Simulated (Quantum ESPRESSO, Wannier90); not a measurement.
Wannier functions of InN (wurtzite)

```
begin unit_cell_cart
ang
    3.5506199484    0.0000000000    0.0000000000
   -1.7753099742    3.0749270745    0.0000000000
    0.0000000000    0.0000000000    5.7325600000
end unit_cell_cart
begin atoms_frac
In  -0.3333333333  0.3333333333 -0.4995200000
In   0.3333333333 -0.3333333333  0.0004800000
N   -0.3333333333  0.3333333333 -0.1204800000
N    0.3333333333 -0.3333333333  0.3795200000
end atoms_frac
```

Structure: Materials Project mp-22205, symmetrised, not relaxed again. COD (Crystallography Open Database) has the formula in 2 space groups, this one among them (matched by group alone). Computed values, not measurements, from PBEsol: Quantum ESPRESSO (norm-conserving PseudoDojo potentials, cutoff 68 Ry, spinors with spin-orbit coupling) on a Γ-centred 6×6×4 mesh, then Wannier90. Density: 12×12×6 mesh, Gaussian smearing 0.01 Ry. With spin-orbit coupling a semilocal functional can close or falsely invert a small gap; the band order was not checked against a better method.

Bands 1-4 form an isolated set from -14.98 to -14.61 eV relative to the Fermi level (on the path) and are turned into 4 Wannier functions by minimising the spread from the start: SCDM (isolated).

### Question
Where do the functions sit, how wide are they and what are they made of?

### Answer
```json
[
 {"functions": "4", "spread (Å²)": "2.74", "nearest atom, distance (Å)": "N 0.01", "second atom, distance (Å)": "In 2.16", "weight on atomic waves": "In 4d 52 %, N 2s 36 %, In 5p 9 %"}
]
```

Ω_I = 10.78 Å², Ω_total = 10.95 Å²; the interpolated bands follow pw.x to 0.2 meV rms on the path. Only this start was tried; a symmetric start can stop on a saddle, and mixtures of these functions could lower the total by at most Ω_total − Ω_I.
